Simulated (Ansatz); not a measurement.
## Ga₂Cu: zone-centre modes under pressure

Ga₂Cu, P4/mmm, a = 2.772 Å, c = 5.668 Å. The structure is a COD entry; whether it is the stable form wasn't checked. Ansatz: LDA, PAW, 420 eV, Γ-centred 16×16×8 mesh on 3 atoms, Fermi-Dirac smearing 0.15 eV; no spin polarisation. Cell and atoms are relaxed at each pressure with the symmetry kept; optical modes at Γ by linear response, in cm⁻¹, matched by rank (the highest 3 distinct ones).

```
P (GPa) V (Å³/atom)     ω1     ω2     ω3
      0       14.519  153.0  197.4  247.0
      8       13.583  172.3  224.8  278.1
     25       12.327      ?      ?      ?
```

Problem. Get each mode's Grüneisen parameter γ = −d ln ω/d ln V from the other rows and predict the missing frequencies.

Solution. ln(V/V0) = 0.0000, -0.0666, -0.1637; a line through ln(ω/ω0) of the 2 known rows gives ω1: γ = 1.784, predicted 204.9, computed 201.0; ω2: γ = 1.952, predicted 271.7, computed 267.9; ω3: γ = 1.781, predicted 330.6, computed 325.7. The worst miss is 1.9 %: γ isn't constant over this range. In a metal these frequencies hang on the mesh and smearing.